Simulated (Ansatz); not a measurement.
A plane-wave DFT run in Ansatz 0.2.0 (scalar-relativistic PAW potentials unless the input names others): input and command.

```yaml
crystal:
  lattice:
    - [-3.6578411923, 0.0, 0.0]
    - [-1.8289205962, -3.1677833955, 0.0]
    - [0.0, 0.0, 22.2097551096]
  atoms:
    - { symbol: Ga, position: [0.3333333333, 0.3333333333, 0.2326807958] }
    - { symbol: Ga, position: [0.6666666667, 0.6666666667, 0.4971676437] }
    - { symbol: Ga, position: [0.6666666667, 0.6666666667, 0.6067758324] }
    - { symbol: Ga, position: [0.3333333333, 0.3333333333, 0.1230726071] }
    - { symbol: Se, position: [0.6666666667, 0.6666666667, 0.2873027637] }
    - { symbol: Se, position: [0.3333333333, 0.3333333333, 0.4425456758] }
    - { symbol: S, position: [0.3333333333, 0.3333333333, 0.653761836] }
    - { symbol: S, position: [0.6666666667, 0.6666666667, 0.0760866036] }
kpoints:
  mp_grid: { grid: [8, 8, 2] }
hamiltonian:
  xc: pbesol
scf:
  occupations: { method: gaussian, width: 0.05 }
output:
  forces: true
  eigenvalues: true
  stress: true
accuracy: medium
```

```bash
ansatz run input.yaml --threads 2 --pin off --max-ram 5120MiB --backend cpu --events-out ev --progress --plain --runs-dir out
```

Abridged log:
```
Basis set: ecut = 420 eV, 5031 PW (Γ), exchange–correlation on 50×50×300 points (8 copies of the dense FFT grid, shifted against one another)
Bands: 58, of which v1, the nominal top of the filled ones, is band 48 counted from 1 (47 counted from 0)
Symmetry: 12 space group operations
k-points: 20 of 128
SCF iter   1: F=—  HF=-27595.779921 eV  |F-HF|=—  |Δ(HF+E_count)|=         —  Δρ=3.53e-3  dr2=5.64e-2  ethr=1.77e-3  ⟨swp⟩=7.0  Hψ=4962  notcnv=0  defer=5
SCF iter   2: F=—  HF=-27595.766937 eV  |F-HF|=—  |Δ(HF+E_count)|=   1.30e-2  Δρ=1.15e-3  dr2=4.62e-3  ethr=5.87e-5  ⟨swp⟩=2.1  Hψ=1690  notcnv=0  defer=116
SCF iter   3: F=—  HF=-27595.766791 eV  |F-HF|=—  |Δ(HF+E_count)|=   1.47e-4  Δρ=5.84e-4  dr2=1.18e-3  ethr=4.81e-6  ⟨swp⟩=2.0  Hψ=1329  notcnv=0  defer=56
automatic band count: iteration 3 solves 55 bands in place of 58: the levels show a gap, and the empty bands left out lie too high to hold charge; the band table lists the bands solved (type scf.n_extra_bands for more)
SCF iter   4: F=—  HF=-27595.767003 eV  |F-HF|=—  |Δ(HF+E_count)|=   2.12e-4  Δρ=2.43e-4  dr2=1.15e-3  ethr=1.23e-6  ⟨swp⟩=2.2  Hψ=1488  notcnv=0  defer=56
SCF iter   5: F=—  HF=-27595.766891 eV  |F-HF|=—  |Δ(HF+E_count)|=   1.13e-4  Δρ=8.74e-5  dr2=3.31e-5  ethr=1.20e-6  ⟨swp⟩=1.9  Hψ=1164  notcnv=0  defer=56
SCF iter   6: F=—  HF=-27595.766920 eV  |F-HF|=—  |Δ(HF+E_count)|=   2.96e-5  Δρ=4.80e-5  dr2=4.62e-6  ethr=3.45e-8  ⟨swp⟩=2.0  Hψ=1807  notcnv=0  defer=56
SCF iter   7: F=—  HF=-27595.766918 eV  |F-HF|=—  |Δ(HF+E_count)|=   1.90e-6  Δρ=1.29e-5  dr2=3.83e-7  ethr=4.82e-9  ⟨swp⟩=2.0  Hψ=1804  notcnv=0  defer=56
SCF iter   8: F=-27595.766919 eV  HF=-27595.766919 eV  |F-HF|=2.88e-8  |Δ(HF+E_count)|=   3.74e-7  Δρ=3.47e-6  dr2=3.01e-8  ethr=1.04e-10  ⟨swp⟩=10.7  Hψ=5043  notcnv=0
SCF 1 converged in 8 iterations: F = -27595.766919 eV  dr2 = 3.01e-8
SCF converged after 8 iterations
Free energy (F): -27595.766919 eV
Harris-Foulkes:  -27595.766919 eV  (|F-HF|=2.88e-8)
Internal energy: -27595.766919 eV  (E = F + TS)
E sigma→0 (E₀):  -27595.766919 eV
Fermi energy:    3.740613 eV
--- Forces (eV/Å), atoms counted from 1 ---
  atom   1  Ga     0.00000000     0.00000000     0.00008832
  atom   2  Ga     0.00000000     0.00000000    -0.00008832
  atom   3  Ga     0.00000000     0.00000000    -0.00897632
  atom   4  Ga     0.00000000     0.00000000     0.00897632
  atom   5  Se     0.00000000     0.00000000    -0.00286570
  atom   6  Se     0.00000000     0.00000000     0.00286570
  atom   7  S      0.00000000     0.00000000     0.00429839
  atom   8  S      0.00000000     0.00000000    -0.00429839
--- Stress (GPa, compression-positive) ---
       -0.028712       0.000000       0.000000
        0.000000      -0.028712       0.000000
        0.000000       0.000000      -0.019793
  P = ⅓ Tr σ = -0.0257 GPa (-0.257 kbar)
```

Apart from outputs and empty bands, the input differs from a reference run on usual settings in accuracy: not typed → "medium"; basis.ecutwfc: 420 → not typed. The reference, at the same geometry, gave pressure -0.03 GPa, largest force 0.009 eV/Å, gap on the mesh 1.85 eV. This run converged in 8 SCF iterations (reference: 8) with an energy at zero smearing within 0.01 meV/atom of the reference's, pressure -0.03 GPa, largest force 0.009 eV/Å, gap on the mesh 1.85 eV.

The run took 8.5 s on 2 threads of Arm Neoverse V1, with other jobs on the host, peak memory 0.62 GiB.